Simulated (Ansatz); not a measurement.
Ansatz input file:

```yaml
crystal:
  lattice:
    - [2.9109408487, 0.0, 0.0]
    - [0.0, 2.9109408487, 0.0]
    - [0.0, 0.0, 3.778224977]
  atoms:
    - { symbol: Hg, position: [0.0, 0.0, 0.0] }
    - { symbol: Pt, position: [0.5, 0.5, 0.5] }
basis:
  ecutwfc: 500
kpoints:
  mp_grid: { grid: [14, 14, 12] }
hamiltonian:
  xc: r2scan
scf:
  occupations: { method: gaussian, width: 0.1 }
output:
  forces: true
  stress: true
  eigenvalues: true
relax:
  adjacent_minimum: "off"
  f_tol: 0.01
  max_steps: 30
  cell: { stress_tol: 0.1, fix: [volume] }
```

Run as
```bash
ansatz run input.yaml --threads 1 --pin off --max-ram 2560MiB --backend cpu --events-out ev --progress --plain --runs-dir out
```

All numbers below come from DFT r2SCAN, scalar-relativistic, plane waves, PAW in Ansatz.

Abridged output (final results; tables in files aren't shown):

```
SCF 3 converged in 5 iterations: F = -26364.456689 eV  dr2 = 9.05e-12
SCF converged after 5 iterations
Free energy (F): -26364.456689 eV
Harris-Foulkes:  -26364.456689 eV  (|F-HF|=4.37e-11)
Internal energy: -26364.454314 eV  (E = F + TS)
E sigma→0 (E₀):  -26364.455502 eV
Entropy (-TS):   -0.002375 eV (-1.188 meV/atom)
Fermi energy:    22.778007 eV
--- Per-component energies (eV) ---
  E_band       = -413.790496
  E_kinetic    = 1248.606031
  E_local      = -3430.243258  (includes V_loc(G=0)·N_el)
  E_nonlocal   = 276.828687
  E_hartree    = 1418.699564
  E_xc         = -461.086544
  E_vxc        = -630.900542  (∫ρ·V_xc dr)
  E_paw        = -19451.223420  (= ΣΔE_a)
  E_vpaw       = -756.938578  (= ΣTr[D̂ρ^β])
  E_aug_tail   = 0.000557  (compensation charges beyond the density's cutoff)
  E_vtau       = 41.457459  (kinetic-family band-sum trace: ∫τ·v_τ [+ j·A + Jᵃ·Aᵃ] dr)
  E_ewald      = -5965.655509
  E_core_change = -0.380422  (= ΣΔE_core)
  E_smearing   = -0.002375  (= −TS)
--- Forces (eV/Å), atoms counted from 1 ---
  atom   1  Hg     0.00000000     0.00000000     0.00000000
  atom   2  Pt     0.00000000     0.00000000     0.00000000
--- Stress (GPa, compression-positive) ---
       20.010861       0.000000       0.000000
        0.000000      20.010861       0.000000
        0.000000       0.000000      20.073184
  P = ⅓ Tr σ = 20.0316 GPa (200.316 kbar)
--- Band table (eV; the first three rows and the last of 252) ---
  k-point 0: bands = ["-95.1194", "-77.3692", "-42.9507", "-42.9507", "-42.9493", "-31.0854", "-30.9710", "-30.9710", "11.2355", "13.0535", "13.2816", "15.0186", "15.0186", "15.7625", "18.2824", "19.3167", "21.4244", "21.4244", "21.6864", "24.2361", "30.2786", "31.7841", "31.7841"]
  k-point 1: bands = ["-95.1194", "-77.3692", "-42.9507", "-42.9507", "-42.9493", "-31.0860", "-30.9710", "-30.9710", "11.3306", "13.0710", "13.3245", "15.0353", "15.0353", "15.7685", "18.2438", "19.2496", "21.3335", "21.3335", "21.6730", "23.6304", "31.0610", "32.0116", "32.0116"]
  k-point 2: bands = ["-95.1194", "-77.3692", "-42.9507", "-42.9507", "-42.9495", "-31.0878", "-30.9711", "-30.9711", "11.6075", "13.1201", "13.4518", "15.0822", "15.0822", "15.7850", "18.1379", "19.0232", "21.0936", "21.0936", "21.6363", "22.3911", "32.6611", "32.6611", "32.8615"]
  k-point 251: bands = ["-95.1144", "-77.3563", "-43.0211", "-43.0211", "-42.9371", "-31.1204", "-31.1204", "-31.0638", "13.4619", "14.1013", "14.1013", "15.6865", "16.6762", "17.1308", "17.7153", "17.7153", "20.7325", "22.7931", "24.9360", "28.5478", "29.2269", "29.2269", "29.3314"]
--- Relaxed structure (2 steps of the walk, 2 accepted, 1 SCFs on fresh bases) ---
  F+E_penalty+E_count = -26364.45668942 eV   max|allowed force component| = 4.733e-30 eV/Å   (the final SCF, on the basis selected at the relaxed cell)
  cell:  # Å, volume = 32.0151 Å³
    - [2.90833908, 0.0, 0.0]
    - [0.0, 2.90833908, 0.0]
    - [0.0, 0.0, 3.78498790]
  atoms:
    - { symbol: Hg, position: [0.0, 0.0, 0.0] }
    - { symbol: Pt, position: [0.5, 0.5, 0.5] }
```

The relaxation met its thresholds.

The run took 63 s on 1 thread of Arm Neoverse V1 (shared host), peak memory 0.54 GiB.

Spin–orbit coupling is left out, which can shift energies with elements as heavy as these.